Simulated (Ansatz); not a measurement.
All numbers below come from DFT PBE, scalar-relativistic, plane waves, PAW (Ansatz 0.2.0). All cells share a 420 eV cutoff and Γ-centred k meshes spaced at most about 0.3 Å⁻¹ (2π included). No spin polarisation in the final relaxations.

These are static total energies at zero pressure.

Compare these two cells of In3GaP4, each relaxed at this level.

A.

```xyz
8
Lattice="5.8462 0.0000 0.0000 0.0000 5.8462 0.0000 0.0000 0.0000 5.8462" Properties=species:S:1:pos:R:3 pbc="T T T"
In    2.9231    0.0000    2.9231
In    2.9231    2.9231    0.0000
In    0.0000    2.9231    2.9231
Ga    0.0000    0.0000    0.0000
P     1.3974    4.4488    4.4488
P     1.3974    1.3974    1.3974
P     4.4488    4.4488    1.3974
P     4.4488    1.3974    4.4488
```

B.

```xyz
8
Lattice="4.1268 0.0000 0.0000 0.0000 4.1268 0.0000 0.0000 0.0000 11.7398" Properties=species:S:1:pos:R:3 pbc="T T T"
In    0.0000    0.0000    8.6975
In    2.0634    2.0634    0.0000
In    0.0000    0.0000    3.0423
Ga    2.0634    2.0634    5.8699
P     2.0634    0.0000   10.2183
P     0.0000    2.0634    1.5214
P     2.0634    0.0000    4.5732
P     0.0000    2.0634    7.1665
```

Problem. Which arrangement of the elements on these sites is preferred, and by what margin?

Solution. They are level within the accuracy (2 meV/atom apart, with A the lower in these runs). The two share one framework of sites and differ in which element sits where. A has In and Ga ordered on zinc blende sites, space group P-43m (No. 215), 25.0 Å³/atom and a gap of 0.62 eV on its mesh; B has In and Ga ordered on zinc blende sites, space group P-4m2 (No. 115), 25.0 Å³/atom and a gap of 0.57 eV. Counting P atoms around Ga and In (those within 1.25 times the shortest such distance or 1.15 times the sum of covalent radii), A and B both have In 4, Ga 4. In A, around In lie 4 P at 2.57 Å; Ga is surrounded by 4 P at 2.42 Å; P has 1 Ga at 2.42 Å and 3 In at 2.57 Å. In B, In on a site of symmetry 2mm is surrounded by 4 P at 2.56–2.57 Å; Ga has 4 P at 2.44 Å; around P on its first site lie 4 In at 2.56 Å; 2 more sites not described. Both come from invented guesses.

Kohn–Sham gaps at this level usually fall short of measured ones. Cells relaxed within their symmetry can be saddle points.
